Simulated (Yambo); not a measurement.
Yambo run on a free-standing WS₂ monolayer (symmetry P-6m2, slab cell 16.1 Å high). The wavefunctions are PBEsol (pw.x of Quantum ESPRESSO, ONCV potentials, with spin-orbit coupling) ones on a 6×6×1 mesh (26 occupied bands); a = b = 3.1456 Å, c = 16.1000 Å, α = β = 90.00°, γ = 120.00°.

Yambo input:

```
rim_cut
gw0
dyson
el_el_corr
HF_and_locXC
ppa
em1d
rim_w
RandQpts= 1000000
RandGvec= 2 Ry
CUTGeo= "slab z"
EXXRLvcs= 74 Ry
VXCRLvcs= 296 Ry
Chimod= "HARTREE"
% BndsRnXp
 5 | 192 |
%
NGsBlkXp= 7 Ry
% LongDrXp
 1.0 | 1.0 | 0.0 |
%
RandGvecW= 1000 mRy
PPAPntXp= 55 eV
% GbndRnge
 1 | 192 |
%
GTermKind= "BG"
DysSolver= "n"
ExtendOut
% QPkrange
 5 | 5 | 27 | 27 |
 7 | 7 | 26 | 27 |
%
```

k points by index: 5 = (0.167, 0.167), 7 = K.

Resulting energies as the program prints them:

```
#    K-point    Band    Eo [eV]    E [eV]    E-Eo [eV]    Vxc [eV]    Vnlxc [eV]    Sc|Eo [eV]    Sc|E [eV]    dSc/dw|Eo [eV]    Re(Z)    Im(Z)
#
    5    27    1.666958    2.319613    0.652655    -14.47694    -10.39467    -3.234949    -3.429609    -8.113041    0.770318    -0.002673
    7    26    0.000000    -0.125060    -0.125060    -14.95083    -15.24232    0.128822    0.166431    -8.174699    0.768977    -0.002580
    7    27    1.682045    2.518484    0.836439    -16.32137    -11.91793    -3.313507    -3.566998    -8.244246    0.767468    -0.002661
```
(The two width columns are left out.) Convergence of these settings isn't established.

Geometry relaxed with PBEsol.
